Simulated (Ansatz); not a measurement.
**LuBPd₃: reading a single point**

```
CELL_PARAMETERS angstrom
4.13460 0.00000 0.00000
0.00000 4.13460 0.00000
0.00000 0.00000 4.13460
ATOMIC_POSITIONS crystal
Pd 0.00000 0.50000 0.50000
Pd 0.50000 0.00000 0.50000
Pd 0.50000 0.50000 0.00000
Lu 0.00000 0.00000 0.00000
B 0.50000 0.50000 0.50000
```

The numbers come from plane-wave PAW DFT (Ansatz): PBEsol, no spin polarisation, 420 eV, 8×8×8 Γ-centred k points, fermi-dirac occupations (width 0.1 eV). Nothing was relaxed.

**Question.** Is the cell too large or too small?

**Answer.** The pressure is 12.9 GPa (compression positive), so with the atoms held at these fractions the cell would first expand.

**Question.** Metal or insulator?

**Answer.** It is a metal, with about 3 states/eV a cell as the mean within 0.25 eV of the Fermi level, mostly Pd d (35 %), B p (32 %) and Lu d (14 %).

**Question.** Are the atoms at rest?

**Answer.** The forces vanish by the symmetry of the sites.

**Question.** Give the Bader charges.

**Answer.** Bader charges in e: Lu +1.69, B +0.11, Pd -0.60. In the mean Lu gives up most and Pd takes most.

**Question.** Is it stable against the elements?

**Answer.** -0.60 eV an atom against the elements' usual phases (free molecules for gases, crystals otherwise, with no correction for O₂ or N₂), so it is bound against them; other compounds may still compete. Relaxing would lower it.

Origin: a database entry at a rescaled volume. Caveats: atoms or cell far from equilibrium.
